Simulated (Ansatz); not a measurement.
**What DFT gives for Sr2BrNO2**

```yaml
crystal:
  lattice:
    - [1.97970, 3.42894, 0.00000]
    - [-1.97970, 3.42894, 0.00000]
    - [-1.97970, 1.14298, 9.35222]
  atoms:
    - { symbol: Sr, position: [0.74670, 0.50660, 0.24010] }
    - { symbol: Sr, position: [0.25330, 0.49340, 0.75990] }
    - { symbol: N, position: [0.50000, 0.00000, 0.50000] }
    - { symbol: Br, position: [0.00000, 0.00000, 0.00000] }
    - { symbol: O, position: [0.43600, 0.12800, 0.30800] }
    - { symbol: O, position: [0.56400, 0.87200, 0.69200] }
```

Method: r2SCAN, no spin polarisation; PAW, plane waves to 500 eV, 8×8×8 Γ-centred mesh, fermi-dirac occupations (width 0.0115 eV) (Ansatz 0.2.0), atoms fixed.

(1) What do density and ELF say about some of the short contacts?

(2) Give the Bader charges.

(3) What does the stress say?

(4) Which atom feels the largest force, and which way?

(5) Is there a gap?

(6) What is the formation energy?

Origin: a known structure type with other elements, at an estimated volume, so it need not be a known compound. Caveats: many states at the Fermi level without spin polarisation, so a magnetic state may lie lower; the Fermi level lies in a narrow band between gaps, which spin or distortion may split.

## Answers

(1) N–O at 1.80 Å: least valence density 0.78 e/Å³ and ELF 0.36 there. Sr–O at 2.37 Å: least valence density 0.33 e/Å³ and ELF 0.11 there. Br–Sr at 3.20 Å: least valence density 0.11 e/Å³ and ELF 0.06 there. Both are smooth PAW fields, read partly inside the augmentation spheres.

(2) Bader charges in e: Sr +1.59, Br -0.82, N -0.17, O -1.10. In the mean Sr gives up most and O takes most.

(3) The pressure is 1.1 GPa (compression positive), so with the atoms held at these fractions the cell would first expand. The principal stresses -1.8, 2.6, 2.6 GPa differ, so its shape would change too.

(4) The largest is on Sr1 (and as large on other atoms): 0.73 eV/Å, components (0.00, 0.00, 0.73). It makes 74° with the line to a nearest neighbour, O5 at 2.37 Å.

(5) It is a metal, with about 6.5 states/eV a cell as the mean within 0.25 eV of the Fermi level, mostly N p (68 %) and O p (28 %).

(6) -1.15 eV an atom against the elements' usual phases (free molecules for gases, crystals otherwise, with no correction for O₂ or N₂), so it is bound against them; other compounds may still compete. Relaxing would lower it.
